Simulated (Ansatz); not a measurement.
MoS$_{2}$ (2H-MoS2 type, space group P6_3/mmc)

```
MoS2
1.0
    3.10893     0.00000     0.00000
   -1.55447     2.69241     0.00000
    0.00000     0.00000    11.70793
Mo S
2 4
Direct
  0.33333   0.66667   0.25000
  0.66667   0.33333   0.75000
  0.33333   0.66667   0.61648
  0.66667   0.33333   0.11648
  0.66667   0.33333   0.38352
  0.33333   0.66667   0.88352
```

In this cell atom 3 (S, nearest neighbour Mo at 2.380 Å; its periodic images, 3.1 Å or more away, move with it) is moved by s towards the nearest neighbour, unit vector (-0.653, -0.377, 0.657); all other atoms and the cell stay fixed.

Level of theory: PBEsol-D3(BJ) (plane waves to 420 eV, PAW, scalar-relativistic; Ansatz, a first-principles code). k mesh 10×10×3 (Γ-centred), Fermi-Dirac smearing 0.05 eV. E stands for the smeared free energy. MoS2 is run without spin polarisation. MoS2 was relaxed with its symmetry unable to fall. ΔE is measured from the undisplaced structure.

| s (Å) | ΔE (meV/cell) |
|---|---|
| -0.240 | 311 |
| -0.192 | 209 |
| -0.144 | 123 |
| -0.096 | 58 |
| -0.048 | 15 |
| 0.000 | 0 |
| 0.048 | 17 |
| 0.096 | 71 |
| 0.144 | 169 |
| 0.192 | 317 |
| 0.240 | withheld |

Q: Fit a polynomial form (powers 2, 3, 4) to the given rows and predict ΔE at s = 0.240.

A: Least squares on the 10 given rows: ΔE = (6945)·s² + (7645)·s³ + (5049)·s⁴, in meV/cell with s in Å; root-mean-square residual 0.2 meV/cell. At 0.240 the fit gives 522 meV/cell; the calculation gives 524 meV/cell, so the extrapolation is off by -2 (-0.4 %). The quadratic term alone would give 400 meV/cell.

(A displaced cell: forces are minus the slopes of the energy, force constants its curvatures, and phonons follow from these.)
